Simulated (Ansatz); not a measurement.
## Rocksalt alloy of PbSe and PbTe (12 of 32 Se sites exchanged), 64 atoms

Ansatz, PAW, plane waves. PBEsol relaxation of volume and atoms (shape held) at the single k point (¼, ¼, ¼) without its symmetry partners; single points on the relaxed atoms at the single k point (¼, ¼, ¼) without its symmetry partners, onto which points of the small cell's zone fold. Arrangement: quasirandom. No spin–orbit coupling unless named.

Relaxed structure:

```yaml
crystal:
  lattice:
    - [12.47056, 0.00000, 0.00000]
    - [0.00000, 12.47056, 0.00000]
    - [0.00000, 0.00000, 12.47056]
  atoms:
    - { symbol: Se, position: [0.24982, 0.00092, 0.00098] }
    - { symbol: Se, position: [0.25245, 0.00003, 0.49923] }
    - { symbol: Se, position: [0.25138, 0.49939, 0.50035] }
    - { symbol: Se, position: [0.75012, 0.00012, 0.00083] }
    - { symbol: Se, position: [0.74955, 0.00015, 0.49955] }
    - { symbol: Se, position: [0.74976, 0.50030, 0.50084] }
    - { symbol: Se, position: [0.99966, 0.24967, 0.00110] }
    - { symbol: Se, position: [0.99846, 0.75103, 0.00036] }
    - { symbol: Se, position: [0.50156, 0.24918, 0.49984] }
    - { symbol: Se, position: [0.50165, 0.75012, 0.49991] }
    - { symbol: Se, position: [0.99966, 0.00048, 0.24930] }
    - { symbol: Se, position: [0.99926, 0.50021, 0.75052] }
    - { symbol: Se, position: [0.50074, 0.00004, 0.25079] }
    - { symbol: Se, position: [0.50163, 0.00020, 0.74895] }
    - { symbol: Se, position: [0.50086, 0.50008, 0.74751] }
    - { symbol: Se, position: [0.25046, 0.24796, 0.25089] }
    - { symbol: Se, position: [0.75053, 0.24869, 0.25069] }
    - { symbol: Se, position: [0.75001, 0.25037, 0.74957] }
    - { symbol: Se, position: [0.74998, 0.75140, 0.25069] }
    - { symbol: Se, position: [0.74957, 0.75047, 0.74952] }
    - { symbol: Te, position: [0.24990, 0.50047, 0.99993] }
    - { symbol: Te, position: [0.74997, 0.49996, 0.00045] }
    - { symbol: Te, position: [0.00107, 0.25003, 0.50084] }
    - { symbol: Te, position: [0.00092, 0.75013, 0.50052] }
    - { symbol: Te, position: [0.50007, 0.25048, 0.99973] }
    - { symbol: Te, position: [0.49922, 0.75079, 0.99943] }
    - { symbol: Te, position: [0.00086, 0.00020, 0.74981] }
    - { symbol: Te, position: [0.99999, 0.50035, 0.25057] }
    - { symbol: Te, position: [0.50023, 0.49966, 0.24908] }
    - { symbol: Te, position: [0.25024, 0.25028, 0.75059] }
    - { symbol: Te, position: [0.24988, 0.74901, 0.25013] }
    - { symbol: Te, position: [0.24983, 0.75023, 0.75005] }
    - { symbol: Pb, position: [0.00048, 0.99922, 0.00470] }
    - { symbol: Pb, position: [0.00268, 0.99990, 0.49308] }
    - { symbol: Pb, position: [0.00041, 0.50035, 0.99372] }
    - { symbol: Pb, position: [0.00181, 0.50000, 0.50756] }
    - { symbol: Pb, position: [0.49934, 0.00044, 0.99931] }
    - { symbol: Pb, position: [0.50054, 0.99965, 0.50006] }
    - { symbol: Pb, position: [0.49941, 0.50104, 0.99009] }
    - { symbol: Pb, position: [0.50037, 0.49968, 0.50501] }
    - { symbol: Pb, position: [0.24273, 0.24354, 0.00790] }
    - { symbol: Pb, position: [0.25807, 0.24835, 0.49395] }
    - { symbol: Pb, position: [0.24155, 0.75839, 0.00073] }
    - { symbol: Pb, position: [0.25808, 0.74924, 0.49914] }
    - { symbol: Pb, position: [0.75625, 0.24266, 0.00199] }
    - { symbol: Pb, position: [0.74536, 0.24910, 0.50016] }
    - { symbol: Pb, position: [0.75499, 0.75706, 0.99957] }
    - { symbol: Pb, position: [0.74527, 0.75109, 0.49964] }
    - { symbol: Pb, position: [0.25116, 0.00474, 0.25028] }
    - { symbol: Pb, position: [0.25808, 0.00054, 0.74789] }
    - { symbol: Pb, position: [0.25041, 0.49042, 0.25741] }
    - { symbol: Pb, position: [0.25163, 0.49972, 0.74241] }
    - { symbol: Pb, position: [0.74980, 0.00042, 0.25051] }
    - { symbol: Pb, position: [0.74458, 0.00054, 0.74813] }
    - { symbol: Pb, position: [0.75006, 0.49898, 0.25838] }
    - { symbol: Pb, position: [0.74980, 0.50005, 0.74358] }
    - { symbol: Pb, position: [0.99973, 0.24383, 0.24481] }
    - { symbol: Pb, position: [0.99245, 0.25630, 0.75810] }
    - { symbol: Pb, position: [0.99249, 0.75675, 0.24342] }
    - { symbol: Pb, position: [0.99149, 0.74338, 0.75743] }
    - { symbol: Pb, position: [0.50342, 0.24299, 0.25590] }
    - { symbol: Pb, position: [0.50791, 0.24978, 0.74351] }
    - { symbol: Pb, position: [0.50709, 0.75617, 0.25530] }
    - { symbol: Pb, position: [0.50734, 0.74950, 0.74322] }
```

(1) What are the mean bond lengths by pair (pairs within 1.2 times the sum of covalent radii, less contacts 15 % beyond the pair's median; cation–cation pairs of compounds aside; long ionic contacts are cut short by that bound)?

(2) What gap lies between the top filled and the lowest empty level in the single points?

## Answers

(1) Pb–Se 3.084 ± 0.044 Å (standard deviation, 120 bonds); Pb–Te 3.176 ± 0.041 Å (standard deviation, 72 bonds).

(2) r²SCAN 1.40 eV (21 s on NVIDIA H100). Away from Γ this isn't the crystal's band gap.
